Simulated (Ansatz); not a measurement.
Given:

KIO$_{3}$:
```yaml
crystal:
  lattice:
    - [3.08428, 1.78071, 2.60939]
    - [-3.08428, 1.78071, 2.60939]
    - [0.00000, -3.56142, 2.60939]
  atoms:
    - { symbol: K, position: [0.00570, 0.00570, 0.00570] }
    - { symbol: I, position: [0.50879, 0.50879, 0.50879] }
    - { symbol: O, position: [0.54801, 0.54801, 0.09459] }
    - { symbol: O, position: [0.09459, 0.54801, 0.54801] }
    - { symbol: O, position: [0.54801, 0.09459, 0.54801] }
```

This is the PBEsol-relaxed structure. Cartesian axes are those of the cell as given.

**Question.** All from PBEsol in the plane-wave PAW code Ansatz, unless another level is named. Predict the Debye temperature from the elastic constants.

**Answer.** 257 K.

**Question.** What about the piezoelectric stress constants (proper, relaxed ions, C/m²)?

**Answer.** e15 = e24 = -1.15, e16 = e21 = -0.18, e22 = 0.18, e31 = e32 = -0.77, e33 = -1.68.

Space group R3m. The first step of the workflow began from a Materials Project structure, measured or hypothetical; the Crystallography Open Database files this formula in space group No. 160, but the cells were not matched. Whether it is the stable phase at ambient conditions was not checked. The cell was relaxed with PBEsol under the symmetry of its start; its stability against distortions is not shown here. Signs of piezoelectric constants follow the polarity of the cell as given. Spin–orbit coupling is left out wherever it is not named.

Potentials: the later of the program's two PAW sets.
